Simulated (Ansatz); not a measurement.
Given:

NbCuN2:
```
CELL_PARAMETERS angstrom
      1.56069     0.90106     5.76699
     -1.56069     0.90106     5.76699
      0.00000    -1.80213     5.76699
ATOMIC_POSITIONS crystal
  Nb 0.50000 0.50000 0.50000
  Cu 0.00000 0.00000 0.00000
  N  0.10531 0.10531 0.10531
  N  0.89469 0.89469 0.89469
```

This is the PBEsol-relaxed structure. Tensor components refer to the Cartesian frame of this cell.

Question: All from plane-wave PAW PBEsol (Ansatz code), unless another level is named. Estimate the highest zone-centre frequency (without LO–TO term).

Answer: 775 cm⁻¹.

Question: And the elastic constants (relaxed ions, GPa)?

Answer: C11 = 361, C12 = 94.7, C13 = 134, C14 = 0.6, C33 = 514, C44 = 11.9.

Space group R-3m. The start of the workflow was typed in or built on a structure type; neither database checked (COD, Materials Project) lists it. Its standing as an ambient phase is unchecked. The cell was relaxed with PBEsol under the symmetry of its start; whether a distortion lowers the energy is not shown. The workflow began spin-polarised and lost its moments.

Potentials: the later of the program's two PAW sets.
